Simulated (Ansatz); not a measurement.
**GdZr (P-6m2): collinear moments without spin–orbit coupling**

The calculation used DFT, LDA, all-electron LAPW, scalar-relativistic (Ansatz 0.2.0).

Command: `ansatz run input.yaml --threads 3 --pin off --max-ram 6144MiB --backend cpu --events-out ev --progress --plain --runs-dir out`

```yaml
crystal:
  lattice:
    - [3.3939075271, 0.0, 0.0]
    - [-1.6969537635, 2.9392101365, 0.0]
    - [0.0, 0.0, 5.446174]
  atoms:
    - { symbol: Gd, position: [0.6666666667, 0.3333333333, 0.5], spin: 7.1 }
    - { symbol: Zr, position: [0.3333333333, 0.6666666667, 0.0] }
magnetization:
  spin_polarized: true
kpoints:
  mp_grid: { grid: [8, 8, 5] }
scf:
  occupations: { method: fermi_dirac, width: 0.05 }
  convergence: { dr2_threshold: 1.0e-09 }
hamiltonian:
  xc: lda
  pseudopotentials: { kind: all_electron, lapw: { basis_error: 0.00025 } }
output:
  eigenvalues: false
checkpoint:
  write: state
  compress: false
  write_every: 100000
```

The program prints:

```
settings of this run that can trade accuracy for cost: output.eigenvalues: false. Do not mix this run's numbers with those of runs without the same settings; the input reference describes each key
LAPW: plane waves up to 7.371 Å⁻¹, error target 2.5e-4 eV per atom; small_component_spin mean_spin; Zr in spheres of 1.658 Å, 22 of its electrons in bands, Dirac shells []; Gd in spheres of 1.697 Å, 34 of its electrons in bands, Dirac shells [] (how accurate: hamiltonian.pseudopotentials.lapw.basis_error, Limitations)
Engine: ansatz 0.2.0
Pseudopotentials: kind: all_electron
Pseudopotential: Gd, LAPW, valence charge 34, lapw/all_electron/scalar/gaussian/Gd, Koelling and Harmon's equation, gaussian nucleus
Pseudopotential: Zr, LAPW, valence charge 22, lapw/all_electron/scalar/gaussian/Zr, Koelling and Harmon's equation, gaussian nucleus
Functional definition: SPW92
  exchange = slater_x
  correlation = pw_c
Crystal: 2 atoms, lattice volume = 54.328 Å³
Basis set: ecut = 206.97843193618843 eV, 373 PW (Γ), exchange–correlation at level 2
Bands: 38, of which v1, the nominal top of the filled ones, is band 28 counted from 1 (27 counted from 0)
Symmetry: 12 space group operations
Space group: P-6m2 (ITA 187), of the structure as read, at distance tolerance 3.8e-5 Å
Magnetic group: BNS 187.209 (UNI 1439), of the structure as read, at distance tolerance 3.8e-5 Å
k-points: 30 of 320 (time reversal used)
Non-local potential: Gd, projectors of the file, none
Non-local potential: Zr, projectors of the file, none
Initial density: superposition of atomic densities (chi_scale 0.1, normalization cell)
Starting moments: Σ|m| = 7.1 μB on 1 of 2 sites
Initial wavefunctions: plane waves of lowest kinetic energy (no species holds an atomic orbital)
Functional: x = slater, c = lda
iter 1 solved again at ethr=3.17e-4 eV; its pass at ethr=1.00e-1 eV (dr2=1.77e-1 eV) is discarded
SCF iter   1: F=—  HF=-404308.703499 eV  |F-HF|=—  |Δ(HF+E_count)|=         —  Δρ=8.43e-3 (↑8.43e-3 ↓6.58e-3)  dr2=1.78e-1  dr2_m=4.78e-3  M=7.301 μB ∫|m|=7.352 μB  β_m=0.30  ethr=3.17e-4  ⟨swp⟩=2.5  Hψ=14222  notcnv=0
Mixer restart at iter 1: flushing history
[...]
the basis was enlarged: its passes take 1.4 MiB over the memory plan, 3 of 3 planned eigensolver slots
[...]
SCF iter  11: F=—  HF=-404308.664786 eV  |F-HF|=—  |Δ(HF+E_count)|=   6.00e-9  Δρ=2.84e-6 (↑2.84e-6 ↓1.49e-6)  dr2=4.36e-8  dr2_m=4.32e-10  M=7.275 μB ∫|m|=7.377 μB  β_m=0.86  ethr=9.39e-11  ⟨swp⟩=2.0  Hψ=6746  notcnv=0
SCF iter  12: F=—  HF=-404308.664786 eV  |F-HF|=—  |Δ(HF+E_count)|=   9.31e-9  Δρ=1.02e-6 (↑1.02e-6 ↓7.50e-7)  dr2=7.36e-9  dr2_m=3.73e-11  M=7.275 μB ∫|m|=7.377 μB  β_m=0.87  ethr=7.79e-11  ⟨swp⟩=2.0  Hψ=6743  notcnv=0
SCF iter  13: F=—  HF=-404308.664786 eV  |F-HF|=—  |Δ(HF+E_count)|=   1.46e-9  Δρ=3.73e-7 (↑3.73e-7 ↓2.62e-7)  dr2=8.56e-10  dr2_m=5.27e-12  M=7.275 μB ∫|m|=7.377 μB  β_m=0.93  ethr=1.31e-11  ⟨swp⟩=2.0  Hψ=6743  notcnv=0
SCF iter  14: F=-404308.664786 eV  HF=-404308.664786 eV  |F-HF|=2.33e-10  |Δ(HF+E_count)|=  2.33e-10  Δρ=1.55e-7 (↑1.55e-7 ↓1.52e-7)  dr2=2.75e-10  dr2_m=1.69e-13  M=7.275 μB ∫|m|=7.377 μB  ethr=6.64e-12 (applied; sched 1.53e-12)  ⟨swp⟩=2.0  Hψ=6743  notcnv=0
SCF 1 converged in 14 iterations: F = -404308.664786 eV  dr2 = 2.75e-10
SCF converged after 14 iterations
Magnetization: 7.2751 μB (31.6376 up, 24.3624 down)
Absolute magnetization: 7.3772 μB (∫|ρ↑−ρ↓|)
Spin contamination: 0.0834 ħ² per cell (⟨S²⟩ above its minimum at these occupations)
Per-site moments (μB) at R_I (Å): [(7.214345711726317, 1.6969537382449864), (-0.027419134859968608, 1.657854538676903)]
Free energy (F): -404308.664786 eV
Harris-Foulkes:  -404308.664786 eV  (|F-HF|=2.33e-10)
Internal energy: -404308.638805 eV  (E = F + TS)
E sigma→0 (E₀):  -404308.651796 eV
Entropy (-TS):   -0.025981 eV (-12.990 meV/atom)
Fermi energy:    15.045317 eV
--- Per-component energies (eV) ---
  E_band       = -4359.542614
  E_kinetic    = 434069.007402
  E_xc         = -9600.379817
  E_electrostatic = -828777.266390  (all electrons and nuclei)
  E_smearing   = -0.025981  (= −TS)
  E_closure    = 0.000000  (closes the sum)
  E_atoms      = -404286.503641  (free atoms, spherical and without spin; not in F)
  Σ components = -404308.664786   (vs F -404308.664786, Δ=0.00e0)
  Basis errors (estimates in eV, not in F): energy 4.3e-5 per atom: plane waves 2.8e-5 (1.4e-5 summed), levels above the bands 2.0e-23, relativity 1.0e-7, radial functions 1.4e-5, core shells 1.8e-7; eigenvalues (radial functions only) 2.7e-7; not estimated: angular momenta, meshes, grids; target (lapw.basis_error) 2.5e-4; muffin-tin radii Zr 1.658 Å, Gd 1.697 Å
settings of this run that can trade accuracy for cost: output.eigenvalues: false. Do not mix this run's numbers with those of runs without the same settings; the input reference describes each key
```

Site moments (μB): Gd1 7.21, Zr2 -0.03. Cell moment 7.28 μB.

The magnetic group in the log treats spin as a scalar label, without spin–orbit coupling.

Without U a semilocal functional puts the f levels too near the Fermi level, which can change moments and the order of magnetic states; site and cell moments are spin moments. With open f shells a run can end in a state that isn't the lowest. The magnetic state is the one that this cell and start allow. It needn't be the compound's measured order, which may need a larger cell or be absent.

It took 21 s on 3 threads of Arm Neoverse V2, on a shared host, peak memory 0.51 GiB.
